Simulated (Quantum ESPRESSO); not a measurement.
# Mg3ClFSe2: finding a planted mistake in a log

Simulated, not a measurement. The program is pw.x of Quantum ESPRESSO 7.5 (plane-wave density functional theory). The cell is made up: 7 atoms on a zincblende/diamond lattice with one site empty, with randomly drawn elements, strain and displacements, not relaxed. PseudoDojo standard norm-conserving files (v0.5 for PBE, v0.4.1 for LDA and PBEsol) set the functional; there is no spin polarisation, spin-orbit coupling or dispersion term, and the masses in the input are unused placeholders.

Intended input:

```
&control calculation='scf', pseudo_dir='./dojo.nc.sr.pbe.v0_5.standard.upf', outdir='./o', disk_io='medium', tprnfor=.true., tstress=.true. /
&system ibrav=0, nat=7, ntyp=4, nbnd=44, ecutwfc=85.99341389, nosym=.true., tot_charge=0,
 occupations='smearing', smearing='fd', degauss=0.0018374661
/
&electrons conv_thr=7.350e-09, electron_maxstep=60, /
ATOMIC_SPECIES
Cl 1.0 Cl.upf
F 1.0 F.upf
Mg 1.0 Mg.upf
Se 1.0 Se.upf
CELL_PARAMETERS angstrom
5.3835 0.0107 -0.0525
0.0107 5.347 -0.0097
-0.0525 -0.0097 5.3748
ATOMIC_POSITIONS angstrom
Mg -0.0362 0.0402 -0.0743
Mg -0.0355 2.6836 2.6405
Mg 2.6379 0.0339 2.6255
Cl 1.2798 1.4123 1.3371
F 1.3541 4.0071 3.9961
Se 4.0648 1.2515 4.0502
Se 4.044 4.0745 1.3107
K_POINTS automatic
4 4 4 1 1 1
```

The log is shortened where brackets say so; the opening notice, blank lines, dates and the lines on written files are dropped, and the path of the files is cut. It prints rydbergs, bohrs and kilobars, and counts compression as positive stress. Where no state is partly filled, the Fermi energy that it prints is only some level between the filled and the empty states on the mesh, and need not lie in the true gap.

Log of the intended run:

```
     Program PWSCF v.7.5
     Parallel version (MPI & OpenMP), running on       1 processor cores
     Number of MPI processes:                 1
     Threads/MPI process:                     1
     [start-up lines left out]
     bravais-lattice index     =            0
     lattice parameter (alat)  =      10.1738  a.u.
     unit-cell volume          =    1043.9731 (a.u.)^3
     number of atoms/cell      =            7
     number of atomic types    =            4
     number of electrons       =        76.00
     number of Kohn-Sham states=           44
     kinetic-energy cutoff     =      85.9934  Ry
     charge density cutoff     =     343.9737  Ry
     scf convergence threshold =      7.3E-09
     mixing beta               =       0.7000
     number of iterations used =            8  plain     mixing
     Exchange-correlation= PBE
                           (   1   4   3   4   0   0   0)
     [axes and pseudopotential details left out]
   Cartesian axes
     site n.     atom                  positions (alat units)
         1        Mg     tau(   1) = (  -0.0067239   0.0074669  -0.0138007  )
         2        Mg     tau(   2) = (  -0.0065939   0.4984614   0.4904559  )
         3        Mg     tau(   3) = (   0.4899729   0.0062967   0.4876697  )
         4        Cl     tau(   4) = (   0.2377146   0.2623256   0.2483577  )
         5        F      tau(   5) = (   0.2515154   0.7442930   0.7422499  )
         6        Se     tau(   6) = (   0.7550104   0.2324581   0.7522986  )
         7        Se     tau(   7) = (   0.7511470   0.7568122   0.2434541  )
     number of k points=    32  Fermi-Dirac smearing, width (Ry)=  0.0018
                       cart. coord. in units 2pi/alat
        k(    1) = (   0.1259913   0.1258372   0.1266663), wk =   0.0625000
        k(    2) = (   0.1284328   0.1262866   0.3771080), wk =   0.0625000
     [further k points left out]
     Dense  grid:   112419 G-vectors     FFT dimensions: (  64,  60,  60)
     Estimated max dynamical RAM per process >     145.94 MB
     Initial potential from superposition of free atoms
     starting charge      75.9974, renormalised to      76.0000
     Starting wfcs are   41 randomized atomic wfcs +    3 random wfcs
     total cpu time spent up to now is        8.8 secs
     per-process dynamical memory:    77.5 Mb
     Self-consistent Calculation
     iteration #  1     ecut=    85.99 Ry     beta= 0.70
     Davidson diagonalization with overlap
     ethr =  1.00E-02,  avg # of iterations =  6.9
     Threshold (ethr) on eigenvalues was too large:
     Diagonalizing with lowered threshold
     Davidson diagonalization with overlap
     ethr =  7.24E-04,  avg # of iterations =  1.2
     total cpu time spent up to now is       52.7 secs
     total energy              =    -923.75011635 Ry
     estimated scf accuracy    <       0.54404757 Ry
     iteration #  2     ecut=    85.99 Ry     beta= 0.70
     Davidson diagonalization with overlap
     ethr =  7.16E-04,  avg # of iterations =  2.8
     total cpu time spent up to now is       75.7 secs
     total energy              =    -923.84249634 Ry
     estimated scf accuracy    <       0.32744174 Ry
     [iterations 3 to 7 left out]
     iteration #  8     ecut=    85.99 Ry     beta= 0.70
     Davidson diagonalization with overlap
     ethr =  1.08E-09,  avg # of iterations =  2.5
     total cpu time spent up to now is      235.3 secs
     total energy              =    -923.93202829 Ry
     estimated scf accuracy    <       0.00000020 Ry
     iteration #  9     ecut=    85.99 Ry     beta= 0.70
     Davidson diagonalization with overlap
     ethr =  2.57E-10,  avg # of iterations =  2.2
     total cpu time spent up to now is      261.2 secs
     End of self-consistent calculation
     [lines on levels left out]
     the Fermi energy is     6.2987 ev
!    total energy              =    -923.93202834 Ry
     estimated scf accuracy    <          5.8E-09 Ry
     smearing contrib. (-TS)   =       0.00000000 Ry
     internal energy E=F+TS    =    -923.93202834 Ry
     The total energy is F=E-TS. E is the sum of the following terms:
     one-electron contribution =    -672.65346471 Ry
     hartree contribution      =     340.26477382 Ry
     xc contribution           =    -165.04317525 Ry
     ewald contribution        =    -426.50016221 Ry
     convergence has been achieved in   9 iterations
     Forces acting on atoms (cartesian axes, Ry/au):
     atom    1 type  3   force =     0.12673913   -0.12444999    0.05096134
     atom    2 type  3   force =     0.02755276    0.02277259    0.07854667
     atom    3 type  3   force =    -0.04206477   -0.03291744    0.04924617
     atom    4 type  1   force =     0.04006667    0.00068903   -0.03065108
     atom    5 type  2   force =    -0.02634669    0.02959554   -0.03185496
     atom    6 type  4   force =    -0.09833458    0.13658620   -0.06162745
     atom    7 type  4   force =    -0.02761252   -0.03227594   -0.05462069
     Total force =     0.298185     Total SCF correction =     0.000227
     Computing stress (Cartesian axis) and pressure
          total   stress  (Ry/bohr**3)                   (kbar)     P=      108.90
   0.00061711  -0.00040026   0.00028658           90.78      -58.88       42.16
  -0.00040026   0.00079247  -0.00024753          -58.88      116.58      -36.41
   0.00028658  -0.00024753   0.00081122           42.16      -36.41      119.33
     init_run     :      8.24s CPU      8.72s WALL (       1 calls)
     electrons    :    242.18s CPU    252.46s WALL (       1 calls)
     forces       :      3.13s CPU      3.18s WALL (       1 calls)
     stress       :     11.86s CPU     12.00s WALL (       1 calls)
     [timing details left out]
     PWSCF        :   4m25.59s CPU   4m36.78s WALL
     JOB DONE.
```

A second run was made from an input with one planted mistake. Its log:

```
     Program PWSCF v.7.5
     Parallel version (MPI & OpenMP), running on       1 processor cores
     Number of MPI processes:                 1
     Threads/MPI process:                     1
     [start-up lines left out]
     bravais-lattice index     =            0
     lattice parameter (alat)  =      10.1738  a.u.
     unit-cell volume          =    1043.9731 (a.u.)^3
     number of atoms/cell      =            7
     number of atomic types    =            4
     number of electrons       =        76.00
     number of Kohn-Sham states=           44
     kinetic-energy cutoff     =      85.9934  Ry
     charge density cutoff     =     343.9737  Ry
     scf convergence threshold =      7.3E-09
     mixing beta               =       0.7000
     number of iterations used =            8  plain     mixing
     Exchange-correlation= PBE
                           (   1   4   3   4   0   0   0)
     [axes and pseudopotential details left out]
   Cartesian axes
     site n.     atom                  positions (alat units)
         1        Mg     tau(   1) = (  -0.0067239   0.0074669  -0.0138007  )
         2        Mg     tau(   2) = (  -0.0065939   0.4984614   0.4904559  )
         3        Mg     tau(   3) = (   0.4899729   0.0062967   0.4876697  )
         4        Cl     tau(   4) = (   0.2377146   0.2623256   0.2483577  )
         5        F      tau(   5) = (   0.2515154   0.7442930   0.7422499  )
         6        Se     tau(   6) = (   0.7550104   0.2324581   0.7522986  )
         7        Se     tau(   7) = (   0.7511470   0.7568122   0.2434541  )
     number of k points=     4  Fermi-Dirac smearing, width (Ry)=  0.0018
                       cart. coord. in units 2pi/alat
        k(    1) = (   0.2519827   0.2516744   0.2533326), wk =   0.5000000
        k(    2) = (   0.2470998   0.2507755  -0.2475509), wk =   0.5000000
     [further k points left out]
     Dense  grid:   112419 G-vectors     FFT dimensions: (  64,  60,  60)
     Estimated max dynamical RAM per process >     145.94 MB
     Initial potential from superposition of free atoms
     starting charge      75.9974, renormalised to      76.0000
     Starting wfcs are   41 randomized atomic wfcs +    3 random wfcs
     total cpu time spent up to now is        2.8 secs
     per-process dynamical memory:    75.9 Mb
     Self-consistent Calculation
     iteration #  1     ecut=    85.99 Ry     beta= 0.70
     Davidson diagonalization with overlap
     ethr =  1.00E-02,  avg # of iterations =  6.8
     Threshold (ethr) on eigenvalues was too large:
     Diagonalizing with lowered threshold
     Davidson diagonalization with overlap
     ethr =  7.26E-04,  avg # of iterations =  1.0
     total cpu time spent up to now is        8.8 secs
     total energy              =    -923.74734974 Ry
     estimated scf accuracy    <       0.54605586 Ry
     iteration #  2     ecut=    85.99 Ry     beta= 0.70
     Davidson diagonalization with overlap
     ethr =  7.18E-04,  avg # of iterations =  2.2
     total cpu time spent up to now is       11.9 secs
     total energy              =    -923.84182324 Ry
     estimated scf accuracy    <       0.32235653 Ry
     [iterations 3 to 8 left out]
     iteration #  9     ecut=    85.99 Ry     beta= 0.70
     Davidson diagonalization with overlap
     ethr =  2.91E-10,  avg # of iterations =  2.2
     total cpu time spent up to now is       33.5 secs
     total energy              =    -923.92959081 Ry
     estimated scf accuracy    <          7.6E-09 Ry
     iteration # 10     ecut=    85.99 Ry     beta= 0.70
     Davidson diagonalization with overlap
     ethr =  9.97E-12,  avg # of iterations =  3.8
     total cpu time spent up to now is       36.9 secs
     End of self-consistent calculation
     [lines on levels left out]
     the Fermi energy is     6.6943 ev
!    total energy              =    -923.92959081 Ry
     estimated scf accuracy    <          2.2E-09 Ry
     smearing contrib. (-TS)   =       0.00000000 Ry
     internal energy E=F+TS    =    -923.92959081 Ry
     The total energy is F=E-TS. E is the sum of the following terms:
     one-electron contribution =    -672.67538927 Ry
     hartree contribution      =     340.29391883 Ry
     xc contribution           =    -165.04795816 Ry
     ewald contribution        =    -426.50016221 Ry
     convergence has been achieved in  10 iterations
     Forces acting on atoms (cartesian axes, Ry/au):
     atom    1 type  3   force =     0.12692640   -0.12431899    0.05100015
     atom    2 type  3   force =     0.02791148    0.02273531    0.07848628
     atom    3 type  3   force =    -0.04239638   -0.03288694    0.04921691
     atom    4 type  1   force =     0.03942922    0.00072025   -0.03049095
     atom    5 type  2   force =    -0.02658483    0.02954701   -0.03184267
     atom    6 type  4   force =    -0.09782872    0.13588240   -0.06232474
     atom    7 type  4   force =    -0.02745716   -0.03167904   -0.05404497
     Total force =     0.297657     Total SCF correction =     0.000136
     Computing stress (Cartesian axis) and pressure
          total   stress  (Ry/bohr**3)                   (kbar)     P=      109.97
   0.00060654  -0.00039994   0.00028693           89.23      -58.83       42.21
  -0.00039994   0.00080775  -0.00024607          -58.83      118.82      -36.20
   0.00028693  -0.00024607   0.00082837           42.21      -36.20      121.86
     init_run     :      2.50s CPU      2.65s WALL (       1 calls)
     electrons    :     33.75s CPU     34.12s WALL (       1 calls)
     forces       :      0.49s CPU      0.49s WALL (       1 calls)
     stress       :      1.81s CPU      1.85s WALL (       1 calls)
     [timing details left out]
     PWSCF        :     38.68s CPU     39.29s WALL
     JOB DONE.
```

Question: what was wrong in the second input?

Answer: the k-point mesh is too coarse. The input lines that differ, file-writing options aside:

```
- 4 4 4 1 1 1
+ 2 2 2 1 1 1
```

```
                                            intended run  run with the mistake
                          free energy (eV)    -12570.736            -12570.702
                    smearing term -TS (eV)        0.0000                0.0000
                            pressure (GPa)         10.89                 11.00
            largest force component (eV/Å)         3.512                 3.494
largest change of a force component (eV/Å)                               0.018
                                iterations             9                    10
```

For scale, a rerun of the intended cell at 1467 eV and a 6 x 6 x 6 mesh moved values by no more than 0.003 eV in energy, 0.02 GPa in stress and 0.004 eV/Å in force.